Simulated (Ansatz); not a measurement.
NMR crystallography of ZnS with an S vacancy: given against relaxed positions

Start: a supercell of ZnS (space group P6_3mc) built from a COD entry, with all atoms left at the host's positions.

```
Zn S
1.0
     7.64540    0.00000    0.00000
    -3.82270    6.62111    0.00000
     0.00000    0.00000   12.52000
Zn S
16 15
Direct
  0.00000 0.00000 0.00000
  0.00000 0.50000 0.00000
  0.50000 0.00000 0.00000
  0.50000 0.50000 0.00000
  0.00000 0.00000 0.50000
  0.00000 0.50000 0.50000
  0.50000 0.00000 0.50000
  0.50000 0.50000 0.50000
  0.16667 0.33333 0.25000
  0.16667 0.83333 0.25000
  0.66667 0.33333 0.25000
  0.66667 0.83333 0.25000
  0.33333 0.16667 0.75000
  0.33333 0.66667 0.75000
  0.83333 0.16667 0.75000
  0.83333 0.66667 0.75000
  0.00000 0.50000 0.18750
  0.50000 0.00000 0.18750
  0.50000 0.50000 0.18750
  0.00000 0.00000 0.68750
  0.00000 0.50000 0.68750
  0.50000 0.00000 0.68750
  0.50000 0.50000 0.68750
  0.16667 0.33333 0.43750
  0.16667 0.83333 0.43750
  0.66667 0.33333 0.43750
  0.66667 0.83333 0.43750
  0.33333 0.16667 0.93750
  0.33333 0.66667 0.93750
  0.83333 0.16667 0.93750
  0.83333 0.66667 0.93750
```

Atoms are numbered from 1 in the order listed; like atoms form one site, named after its first atom.

Level of theory: DFT, PBE, plane waves and PAW, scalar-relativistic, 420 eV cutoff, Γ-centred 3×3×2 k-points, Fermi–Dirac smearing 0.01 eV, cell charge +2 (Ansatz 0.2.0).

The largest force at the start is 1.4 eV/Å. Relaxing the ions at fixed cell moves them by 0.580 Å at most (atom 1, Zn) and 0.179 Å rms.

```json
{"site": "Zn1", "atom": "1", "moved (Å)": "0.580", "first shell before": "3 S at 2.34 Å", "first shell after": "3 S at 2.25 Å", "V_zz before (10²¹ V/m²)": "12.47", "η before": "0.00"}
{"site": "Zn6", "atom": "6", "moved (Å)": "0.067", "first shell before": "4 S at 2.34–2.35 Å", "first shell after": "4 S at 2.30–2.36 Å", "V_zz before (10²¹ V/m²)": "-0.54", "η before": "0.89"}
{"site": "Zn9", "atom": "9", "moved (Å)": "0.439", "first shell before": "3 S at 2.34–2.35 Å", "first shell after": "3 S at 2.25–2.29 Å", "V_zz before (10²¹ V/m²)": "11.72", "η before": "0.11"}
{"site": "Zn13", "atom": "13", "moved (Å)": "0.040", "first shell before": "4 S at 2.34–2.35 Å", "first shell after": "4 S at 2.32–2.39 Å", "V_zz before (10²¹ V/m²)": "1.08", "η before": "0.13"}
{"site": "Zn14", "atom": "14", "moved (Å)": "0.029", "first shell before": "4 S at 2.34–2.35 Å", "first shell after": "4 S at 2.32–2.35 Å", "V_zz before (10²¹ V/m²)": "-0.006", "η before": "0.00"}
{"site": "S17", "atom": "17", "moved (Å)": "0.059", "first shell before": "4 Zn at 2.34–2.35 Å", "first shell after": "4 Zn at 2.29–2.37 Å", "V_zz before (10²¹ V/m²)": "6.51", "η before": "0.21"}
{"site": "S20", "atom": "20", "moved (Å)": "0.005", "first shell before": "4 Zn at 2.34–2.35 Å", "first shell after": "4 Zn at 2.33–2.34 Å", "V_zz before (10²¹ V/m²)": "0.12", "η before": "0.00"}
{"site": "S24", "atom": "24", "moved (Å)": "0.034", "first shell before": "4 Zn at 2.34–2.35 Å", "first shell after": "4 Zn at 2.25–2.36 Å", "V_zz before (10²¹ V/m²)": "5.06", "η before": "0.08"}
{"site": "S26", "atom": "26", "moved (Å)": "0.052", "first shell before": "4 Zn at 2.34–2.35 Å", "first shell after": "4 Zn at 2.28–2.33 Å", "V_zz before (10²¹ V/m²)": "0.43", "η before": "0.00"}
{"site": "S28", "atom": "28", "moved (Å)": "0.036", "first shell before": "4 Zn at 2.34–2.35 Å", "first shell after": "4 Zn at 2.25–2.39 Å", "V_zz before (10²¹ V/m²)": "4.07", "η before": "0.00"}
```

Question: What are V_zz and η after the relaxation?

Answer: 

```csv
site,atom,V_zz after,η after,change of V_zz
Zn1,1,15.29,0.00,+2.82
Zn6,6,-1.63,0.64,-1.09
Zn9,9,15.87,0.13,+4.15
Zn13,13,1.72,0.60,+0.64
Zn14,14,1.18,0.00,+1.18
S17,17,-3.20,0.72,–
S20,20,1.58,0.00,+1.46
S24,24,3.27,0.37,-1.79
S26,26,1.35,0.00,+0.92
S28,28,2.21,0.34,–
```

The largest change of V_zz along a kept axis is on Zn9, from 11.72 to 15.87. Small gradients that grow severalfold: S26 (0.43 to 1.35), S20 (0.12 to 1.58), Zn14 (-0.006 to 1.18). In per cent, |V_zz| changes by +23 to +35 on Zn, -35 on S (all sites that start above 2, bar those whose gradient vanishes or changes sign or whose main axis turns by over 40°). Where |V_zz| stays above 0.1 and the axes keep their order, η moves most on S24, from 0.08 to 0.37. On Zn13 V_xx and V_yy change places (or their axes turn by over 50°), so the two values of η hide a larger change. On S17, S28 the largest principal value lies along another axis in the second run, so the two V_zz can't be compared directly. The table leaves out 5 of the 15 sites, with |V_zz| up to 3.25; their tensors move by 2.08 at most along any direction. The statements above cover all sites. The electronic state changes along with the positions (a gap opens), so the changes aren't those of geometry alone. The host's own positions weren't relaxed first, so part of the change far from the defect can be the host's relaxation.

The defect repeats with the cell of 31 atoms, so it feels its images: sites between two images don't show the values beside a lone defect, and zeros or small values of η there can come from the images' arrangement. S and Zn carry a gradient in the pure host already, so the values there aren't the defect's effect alone. A uniform background compensates the cell's charge.
Before: The run isn't spin-polarised, and a state with spin may lie lower. The defect cell has no gap above 0.1 eV on its mesh, so the values can hang on the smearing and the k-mesh. The neighbours have not yet relaxed around the defect (largest force 1.4 eV/Å), so a real crystal will differ.
